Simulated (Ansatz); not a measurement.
WS2:
```cif
data_S4W2
_chemical_formula_sum 'W2 S4'
_space_group_name_H-M_alt 'P63/mmc'
_space_group_IT_number 194
_space_group_name_Hall '-P 6c 2c'
_cell_length_a 3.15412
_cell_length_b 3.15412
_cell_length_c 12.13484
_cell_angle_alpha 90.000
_cell_angle_beta 90.000
_cell_angle_gamma 120.000
loop_
_atom_site_label
_atom_site_type_symbol
_atom_site_symmetry_multiplicity
_atom_site_Wyckoff_symbol
_atom_site_fract_x
_atom_site_fract_y
_atom_site_fract_z
_atom_site_occupancy
W1 W 2 c 0.33333 0.66667 0.25000 1
S1 S 4 f 0.66667 0.33333 0.12022 1
```

Relaxed at zero pressure with PBE+D3(BJ) (plane waves, PAW; program Ansatz).

Problem. The volume is lowered by 9 % and shape and atoms relax at that volume. What pressure results, and how do the axes share the change?

Solution. 7.6 GPa; a -1.8 %, b -1.8 %, c -5.6 %; the energy rises by 32 meV/atom.

Problem. Give the new structure.

Solution. 
Space group P6₃/mmc (No. 194); a = 3.097 Å, b = 3.097 Å, c = 11.454 Å, α = 90.00°, β = 90.00°, γ = 120.00°

```tsv
atom	site	symmetry	x	y	z
W	2c	-6m2	0.3333	0.6667	0.2500
S	4f	3m.	0.6667	0.3333	0.1120
```

The phase is kept; no other phase was compared at this pressure.

Space group P6_3/mmc. Symmetry was held in the PBE+D3(BJ) relaxation. No spin polarisation was allowed. Scalar-relativistic: spin–orbit coupling is off unless named, which matters more the heavier the elements.

Potentials: the earlier of the program's two PAW sets.
